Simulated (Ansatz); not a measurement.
Data:

VN:
```
VN
1.0
    0.00000     2.02136     2.02136
    2.02136     0.00000     2.02136
    2.02136     2.02136     0.00000
V N
1 1
Cartesian
  0.00000   0.00000   0.00000
  2.02136   2.02136   2.02136
```

This is the LDA-relaxed structure.

### Question
All from plane-wave PAW LDA (Ansatz code), unless another level is named. Predict the highest zone-centre frequency.

### Answer
12.33 THz.

### Question
Predict the Poisson's ratio.

### Answer
0.28.

Space group Fm-3m (rock salt). The LDA relaxation kept the symmetry of its start; of distortions, only those at the zone centre were tested. The run is not spin-polarised. As this level gives no gap, phonon frequencies hold no LO–TO term and depend on the k-mesh and smearing (Fermi–Dirac, 0.1 eV here).

Potentials: the earlier of the program's two PAW sets.
